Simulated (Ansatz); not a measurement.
GaPt:
```
GaPt
1.0
    4.91935     0.00000     0.00000
    0.00000     4.91935     0.00000
    0.00000     0.00000     4.91935
Ga Pt
4 4
Direct
  0.09281   0.09281   0.09281
  0.40719   0.90719   0.59281
  0.59281   0.40719   0.90719
  0.90719   0.59281   0.40719
  0.39900   0.39900   0.39900
  0.10100   0.60100   0.89900
  0.89900   0.10100   0.60100
  0.60100   0.89900   0.10100
```

Relaxed with r²SCAN. Special points in fractions of this cell's reciprocal vectors: Γ (0.000, 0.000, 0.000); X (0.000, 0.500, 0.000); M (0.500, 0.500, 0.000); R (0.500, 0.500, 0.500); X1 (0.500, 0.000, 0.000).

List the band energies nearest the Fermi level at these points for plane-wave PAW r²SCAN (Ansatz code).

In eV from the Fermi level; about four levels below and three above (degenerate sets whole), none deeper than 8.9 eV; points with the same levels are listed once.

| k | below | above |
|---|---|---|
| Γ | -1.57 -1.57 -1.57 -0.20 -0.20 -0.20 | 3.52 3.52 3.52 |
| X | -1.54 -1.54 -0.67 -0.67 | 1.37 1.37 2.14 2.14 |
| M | -2.45 -2.45 -2.18 -2.18 | 0.37 0.37 0.92 0.92 |
| R | -0.89 -0.89 -0.89 -0.89 | 6.03 6.03 6.03 6.03 |

Space group P2_13. The first step of the workflow began from a Materials Project structure, measured or hypothetical; the Crystallography Open Database copy checked does not list it. With Ga and Pt taken as one species the cell has the higher symmetry Pa-3, so it may be an ordered model of a mixed-site phase. Its standing as an ambient phase is unchecked. The cell was relaxed with r²SCAN under the symmetry of its start; of distortions, only those at the zone centre were tested. No spin polarisation was allowed. Spin–orbit coupling is left out wherever it is not named.

Potentials: the earlier of the program's two PAW sets.
